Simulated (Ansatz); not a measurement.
Pd (fcc (Cu type), Fm-3m) under volume change, DFT-r²SCAN in the program Ansatz with PAW potentials, scaled uniformly.

| V (Å³/atom) | E − E(relaxed) (meV/atom) | P (GPa) |
|---|---|---|
| 13.571 | 85.9 | 22.69 |
| 14.019 | 35.6 | 13.62 |
| 14.466 | 8.3 | 6.15 |
| 14.913 | 0.0 | 0.00 |
| 15.361 | [?] | [?] |
| 15.808 | [?] | [?] |
| 16.256 | 58.0 | -12.57 |

### Question
Some entries are withheld; supply them.

### Answer

- 15.361, E − E(relaxed) (meV/atom): 7.3
- 15.361, P (GPa): -5.06
- 15.808, E − E(relaxed) (meV/atom): 27.4
- 15.808, P (GPa): -9.20

### Question
What does a third-order Birch–Murnaghan fit give for V₀, B₀ and B′?

### Answer
V₀ = 14.91 Å³/atom, B₀ = 185 GPa, B′ = 5.5.

The r²SCAN relaxation kept the symmetry of its start. The run is not spin-polarised.

Potentials: the later of the program's two PAW sets.
